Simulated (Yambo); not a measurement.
BSE-type run in Yambo on Ba₂WZnO₆ (space group Fm-3m, No. 225), at zero momentum.

Quantum ESPRESSO step (PBEsol, PseudoDojo standard norm-conserving files, scalar-relativistic):
```
&CONTROL
  calculation = 'nscf'
  pseudo_dir = './pseudo'
  outdir = './out'
/
&SYSTEM
  ibrav = 0
  nat = 10
  ntyp = 4
  ecutwfc = 84.0
  ecutrho = 336.0
  occupations = 'fixed'
  force_symmorphic = .true.
  nbnd = 101
/
&ELECTRONS
  conv_thr = 1e-08
  diago_full_acc = .true.
  diago_thr_init = 1e-08
/
ATOMIC_SPECIES
O 15.9990 O.upf
Zn 65.3800 Zn.upf
Ba 137.3270 Ba.upf
W 183.8400 W.upf
CELL_PARAMETERS angstrom
  0.000000000000   4.130250000000   4.130250000000
  4.130250000000   0.000000000000   4.130250000000
  4.130250000000   4.130250000000   0.000000000000
ATOMIC_POSITIONS crystal
O   0.762340000000   0.237660000000   0.762340000000
O   0.237660000000   0.762340000000   0.237660000000
O   0.762340000000   0.237660000000   0.237660000000
O   0.237660000000   0.762340000000   0.762340000000
O   0.762340000000   0.762340000000   0.237660000000
O   0.237660000000   0.237660000000   0.762340000000
Zn   0.500000000000   0.500000000000   0.500000000000
Ba   0.750000000000   0.750000000000   0.750000000000
Ba   0.250000000000   0.250000000000   0.250000000000
W   0.000000000000   0.000000000000   0.000000000000
K_POINTS automatic
4 4 4 0 0 0
```

Yambo input:
```
rim_cut
optics
bse
bss
dipoles
em1s
RandQpts= 1000000
RandGvec= 1 Ry
FFTGvecs= 40 Ry
Chimod= "HARTREE"
BSKmod= "SEX"
BSEmod= "resonant"
BSSmod= "hs"
BSENGexx= 15 Ry
BSENGBlk= 3 Ry
% BSEQptR
 1 | 1 |
%
% BSEBands
 24 | 54 |
%
% BEnRange
 0.0 | 8.7 | eV
%
% BDmRange
 0.15 | 0.15 | eV
%
BEnSteps= 174
% BLongDir
 1.0 | 0.0 | 0.0 |
%
BSHayTrs= -0.02
BSSNEig= 24
WRbsWF
% BndsRnXs
 6 | 97 |
%
NGsBlkXs= 3 Ry
% LongDrXs
 1.0 | 1.0 | 1.0 |
%
```

From the report:

The dimension is k points × valence × conduction bands = 64 × 22 × 9 = 12672.
```
  [SLEPC] Approach                          : Krylov-Schur
  [SLEPC] Number of requested eigenvalues   :  24
  [SLEPC] Number of eigenvalues        [NEV]:  24
   [K] Dimension                                    :  12672
   [K] Bands                                        :   24   54
   [K] Exchange res                                 : yes
   [K] Correlation res                              : yes
   [K] W interaction is bare                        : no
   [K] RL vectors exchange                          :   965
   [K] RL vectors correlation                       :   89
   [W] Matrix size                                  :   89
   [W] Bands                                        :    6   97
   [W] Coulomb Cutoff                               : none
   [W] Hxc Kernel                                   : HARTREE
```
Lowest eigenvalues (eV; in brackets the number of states within 2 meV): 2.05 (1), 2.16 (3), 2.26 (3), 2.34 (3), 2.45 (2), 2.52 (3). They depend on the mesh, which isn't converged; without a scissor they sit on the DFT energy scale.

Spin-orbit coupling is not included.

Geometry of the Materials Project entry, not relaxed at this level.

With a shallow 3d shell G0W0 needs far more bands and larger blocks than here, so the scissor is uncertain by tenths of an eV or more.
